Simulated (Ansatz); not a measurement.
## Harmonic thermodynamics of Al

Theory: DFT PBE, scalar-relativistic, plane waves, PAW (Ansatz 0.2.0). Cutoff 420 eV, 24×24×24 k-points (Γ-centred), Fermi-Dirac smearing of 0.15 eV. No spin polarisation. Phonons by linear response, acoustic sum rule imposed.

Relaxed structure:
```
Al
1.0
     1.42915    0.82512    2.33363
    -1.42915    0.82512    2.33363
     0.00000   -1.65024    2.33363
Al
1
Cartesian
  0.0000 0.0000 0.0000
```

The cell has the fcc type, in a space group that the Crystallography Open Database lists for this formula; it was reached from a generator's guess. In a metal, frequencies and elastic constants depend on the k mesh and the smearing, soft modes and shear constants most. The q mesh is coarse, so values between its points are rough.

Force constants from linear response on a 3×3×3 q mesh, interpolated to a fine mesh.

Phonon density of states, in bins of 5 cm⁻¹:
bin centre (cm⁻¹), share of modes (%) and a bar:
```
      2.5        0.0
      7.5        0.0
     12.5        0.0
     17.5        0.0
     22.5        0.0
     27.5        0.0
     32.5        0.1
     37.5        0.1 #
     42.5        0.1 #
     47.5        0.2 #
     52.5        0.2 #
     57.5        0.2 #
     62.5        0.3 ##
     67.5        0.3 ##
     72.5        0.4 ##
     77.5        0.4 ###
     82.5        0.5 ###
     87.5        0.5 ###
     92.5        0.6 ####
     97.5        0.7 ####
    102.5        0.8 #####
    107.5        0.8 ######
    112.5        0.9 ######
    117.5        1.0 #######
    122.5        1.2 ########
    127.5        1.3 #########
    132.5        1.5 ##########
    137.5        1.7 ###########
    142.5        1.9 ############
    147.5        2.2 ##############
    152.5        2.7 ##################
    157.5        3.4 ######################
    162.5        3.5 #######################
    167.5        3.5 #######################
    172.5        3.6 ########################
    177.5        3.6 ########################
    182.5        3.7 ########################
    187.5        3.9 #########################
    192.5        3.8 #########################
    197.5        2.9 ###################
    202.5        2.5 ################
    207.5        2.2 ##############
    212.5        1.9 ############
    217.5        1.7 ###########
    222.5        1.7 ###########
    227.5        1.7 ###########
    232.5        1.7 ###########
    237.5        1.6 ###########
    242.5        1.6 ###########
    247.5        1.6 ##########
    252.5        1.5 ##########
    257.5        1.4 #########
    262.5        1.1 #######
    267.5        0.9 ######
    272.5        1.5 ##########
    277.5        2.4 ################
    282.5        3.8 #########################
    287.5        4.5 ##############################
    292.5        4.6 ##############################
    297.5        3.0 ####################
    302.5        2.1 ##############
    307.5        1.4 #########
    312.5        0.9 ######
    317.5        0.6 ####
    322.5        0.1 #
```

Task: Give the zero-point energy per atom.

Result: 38.4 meV.

Task: How large are the vibrational entropy and heat capacity at 300 K?

Result: S = 3.33 k_B and C_V = 2.75 k_B per atom, 92 % of the Dulong–Petit value.

Task: Tabulate them against temperature.

Result:
```tsv
T (K)	F_vib (meV/atom)	S (k_B/atom)	C_V (k_B/atom)
100	36.1	0.84	1.55
200	22.5	2.27	2.48
300	-1.8	3.33	2.75
400	-34.2	4.14	2.85
500	-72.7	4.78	2.91
600	-116.3	5.32	2.93
700	-164.1	5.77	2.95
800	-215.5	6.16	2.96
900	-270.2	6.51	2.97
1000	-327.7	6.83	2.98
```
